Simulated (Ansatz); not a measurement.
AgI:
```
CELL_PARAMETERS angstrom
      4.48869     0.00000     0.00000
     -2.24435     3.88732     0.00000
      0.00000     0.00000     6.76058
ATOMIC_POSITIONS crystal
  Ag 0.00000 0.00000 0.00000
  Ag 0.00000 0.00000 0.50000
  I  0.33333 0.66667 0.25000
  I  0.66667 0.33333 0.75000
```

Relaxed with PBE. Special points in fractions of this cell's reciprocal vectors: Γ (0.000, 0.000, 0.000); M (0.500, 0.000, 0.000); K (0.333, 0.333, 0.000); A (0.000, 0.000, 0.500); L (0.500, 0.000, 0.500); H (0.333, 0.333, 0.500).

Task: List the band energies nearest the valence-band maximum at these points for PBE (plane waves, PAW; program Ansatz).

Result: In eV from the valence-band maximum; about four levels below and three above (degenerate sets whole), none deeper than 8.9 eV; points with the same levels are listed once.

| k | below | above |
|---|---|---|
| Γ | -1.41 -1.41 -0.94 -0.10 -0.10 | 0.77 3.06 5.65 5.65 |
| M | -2.49 -2.48 -0.70 0.00 | 2.76 3.30 3.74 |
| K | -1.48 -1.48 -1.47 -1.47 | 1.78 4.32 6.32 |
| A | -0.61 -0.61 -0.61 -0.61 | 2.73 2.73 6.03 6.03 6.03 6.03 |
| L | -1.13 -1.13 -0.96 -0.96 | 2.32 2.32 5.83 5.83 |
| H | -2.34 -2.34 -0.10 -0.10 | 3.50 3.50 4.57 4.57 |

Space group P6_3/mmc (NiAs type). The start of the workflow was typed in or built on a structure type; neither database checked (COD, Materials Project) lists it. It is not the phase usual at ambient conditions (space group No. 186, 216). The cell was relaxed with PBE under the symmetry of its start; its stability against distortions is not shown here. No spin polarisation was allowed. Scalar-relativistic: spin–orbit coupling is off unless named, which matters more the heavier the elements.

Potentials: the later of the program's two PAW sets.
